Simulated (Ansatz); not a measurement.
# What a change of settings does to a run on Hf

Structure from Materials Project entry mp-103 (possibly hypothetical), not relaxed further.

First run: DFT, PBEsol, PAW with Ansatz's default frozen-core files, scalar-relativistic (Ansatz 0.2.0).

Command: `ansatz run input.yaml --threads 1 --pin off --max-ram 2048MiB --backend cpu --events-out ev --progress --plain --runs-dir out` The run took 9.2 s on 1 thread of Arm Neoverse V1, on a shared host, peak memory 0.42 GiB.

```yaml
crystal:
  lattice:
    - [3.1923846315, 0.0, 0.0]
    - [-1.5961923157, 2.7646861895, 0.0]
    - [0.0, 0.0, 5.04504164]
  atoms:
    - { symbol: Hf, position: [0.3333333333, 0.6666666667, 0.25] }
    - { symbol: Hf, position: [0.6666666667, 0.3333333333, 0.75] }
kpoints:
  mp_grid: { grid: [12, 12, 7] }
  band_path:
    path:
      - [0.0, 0.0, 0.0]
      - [0.5, 0.0, 0.0]
      - [0.3333333333, 0.3333333333, 0.0]
      - [0.0, 0.0, 0.0]
      - [0.0, 0.0, 0.5]
      - [0.5, 0.0, 0.5]
      - [0.3333333333, 0.3333333333, 0.5]
      - [0.0, 0.0, 0.5]
      - [0.5, 0.0, 0.5]
    npoints: 5
scf:
  occupations: { method: fermi_dirac, width: 0.05 }
hamiltonian:
  xc: pbesol
  pseudopotentials: { kind: paw }
output:
  forces: true
  stress: true
  eigenvalues: true
  efg: { contact_densities: true }
```

Result: converged; pressure -3.18 GPa; no gap on the k mesh; 6 SCF iterations.

Spin–orbit coupling is left out, though it moves levels of the heavy atoms by tenths of an eV or more.

The input is then changed:

```diff
@@ -22,5 +22,5 @@
     npoints: 5
 scf:
-  occupations: { method: fermi_dirac, width: 0.05 }
+  occupations: { method: tetrahedron }
 hamiltonian:
   xc: pbesol
@@ -31,3 +31,7 @@
   eigenvalues: true
   efg: { contact_densities: true }
+  write_density: true
+  write_potential: true
+  elf: true
+  volumetric_format: npy
```

What does the second run give?

It converged; energy at zero smearing -0.1 meV/atom from the first run; pressure -3.27 GPa; no gap on the k mesh; 6 SCF iterations.
